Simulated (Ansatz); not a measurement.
# Profile along the N–Hf line in HfN (rock salt)

HfN (rock salt)

```xyz
2
Lattice="0.0000 2.2627 2.2627 2.2627 0.0000 2.2627 2.2627 2.2627 0.0000" Properties=species:S:1:pos:R:3 pbc="T T T"
N      0.0000     0.0000     0.0000
Hf     2.2627     2.2627     2.2627
```

Fields along a shortest N–Hf line of a {100} plane (2.26 Å), from N to Hf, interpolated on the slice's grid (step about 0.1 Å). All values below come from r2SCAN (plane waves to 500 eV, PAW, scalar-relativistic; Ansatz, a quantum-chemistry and plane-wave program). k mesh 18×18×18. Near the nuclei the fields are pseudised (PAW); where an atom keeps semicore shells as valence, they peak there. HfN is run without spin polarisation. HfN was relaxed with its symmetry unable to fall. Spin-orbit coupling is left out, though Hf is heavy.

```tsv
distance from N (Å)	valence electron density (e/Å³)	electron localisation function
0.00	3.43	x
0.11	3.50	x
0.23	3.52	x
0.34	3.24	x
0.45	2.60	x
0.56	1.87	0.79
0.68	1.28	0.81
0.79	0.88	0.75
0.90	0.64	0.55
1.02	0.51	0.29
1.13	0.50	0.15
1.24	0.69	0.15
1.36	1.24	0.30
1.47	2.51	0.54
1.58	4.93	0.73
1.69	8.95	0.81
1.81	14.68	x
1.92	21.60	x
2.03	28.45	x
2.15	33.56	x
2.26	35.46	x
```

x: too close to a nucleus for the ELF to mean much.

Density on the N–Hf line (2.26 Å) at its density minimum, 1.1 Å from N: 0.49 e/Å³. ELF at that point: 0.2.
